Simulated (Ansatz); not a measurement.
**What a change of settings does: TiTe$_{2}$**

First run: DFT, PBEsol, PAW with Ansatz's default frozen-core files, scalar-relativistic (Ansatz 0.2.0).

Command: `ansatz run input.yaml --threads 1 --pin off --max-ram 3072MiB --backend cpu --events-out ev --progress --plain --runs-dir out` It took 41 s on 1 thread of Arm Neoverse V1 (shared host), peak memory 0.46 GiB.

```yaml
crystal:
  lattice:
    - [3.777, 0.0, 0.0]
    - [-1.8885, 3.2709779501, 0.0]
    - [0.0, 0.0, 6.498]
  atoms:
    - { symbol: Ti, position: [0.0, 0.0, 0.0] }
    - { symbol: Te, position: [0.6666666667, 0.3333333333, 0.2628] }
    - { symbol: Te, position: [0.3333333333, 0.6666666667, 0.7372] }
kpoints:
  mp_grid: { grid: [11, 11, 6] }
scf:
  occupations: { method: fermi_dirac, width: 0.05 }
hamiltonian:
  xc: pbesol
  pseudopotentials: { kind: paw }
output:
  forces: true
  stress: true
relax:
  f_tol: 0.01
  max_steps: 30
  cell: { stress_tol: 0.05, fix: [volume] }
```

The base volume is that of a database entry, so it needn't be at zero pressure; the structure needn't be the stable phase, at rest or compressed.

This run: shape and atoms relaxed at 1 of the base cell's volume.

It converges in 28 SCF iterations over all geometries at a pressure of -1.38 GPa, ending at 26.76 Å³/atom, cutoff 420 eV.

The input is then changed:

```diff
   occupations: { method: fermi_dirac, width: 0.05 }
+  max_iter: 80
 hamiltonian:
   cell: { stress_tol: 0.05, fix: [volume] }
+  max_displacement: 5.0
```

Problem. Does this change harm the result?

Solution. Not here: the run converges in 28 SCF iterations over all geometries at a pressure of -1.38 GPa, ending at 26.76 Å³/atom, cutoff 420 eV, free energy 0.0 meV/atom against the first run's, and its energy lies within 1 meV/atom of the first run's.
